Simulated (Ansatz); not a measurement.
**What a change of settings does: Al (sc type)**

First run: DFT, PBEsol, PAW with Ansatz's default frozen-core files, scalar-relativistic (Ansatz 0.2.0).

Command: `ansatz run input.yaml --threads 1 --pin off --max-ram 2048MiB --backend cpu --events-out ev --progress --plain --runs-dir out` It took 7.9 s on 1 thread of Arm Neoverse V1 (shared host), peak memory 0.28 GiB.

```yaml
crystal:
  lattice:
    - [2.5948200617, 0.0, 0.0]
    - [0.0, 2.5948200617, 0.0]
    - [0.0, 0.0, 2.5948200617]
  atoms:
    - { symbol: Al, position: [0.0, 0.0, 0.0] }
kpoints:
  mp_grid: { grid: [16, 16, 16] }
scf:
  occupations: { method: fermi_dirac, width: 0.08 }
hamiltonian:
  xc: pbesol
  pseudopotentials: { kind: paw }
output:
  forces: true
  stress: true
relax:
  f_tol: 0.005
  max_steps: 40
  cell: {}
```

The start is a guessed cell of a prototype that needn't be stable.

This run: cell relaxed at zero pressure.

It converges in 26 SCF iterations over all geometries at a pressure of 0.00 GPa, ending at 19.72 Å³/atom, cutoff 420 eV.

The input is then changed:

```diff
 scf:
-  occupations: { method: fermi_dirac, width: 0.08 }
+  occupations: { method: fermi_dirac, width: 0.01 }
 hamiltonian:
 relax:
-  f_tol: 0.005
+  f_tol: 0.05
   max_steps: 40
   cell: {}
+  max_displacement: 0.05
```

What does the second run give?

It converges in 27 SCF iterations over all geometries at a pressure of 0.00 GPa, ending at 19.72 Å³/atom, cutoff 420 eV, free energy +4.5 meV/atom against the first run's. More than one line changes, and not each need have an effect.
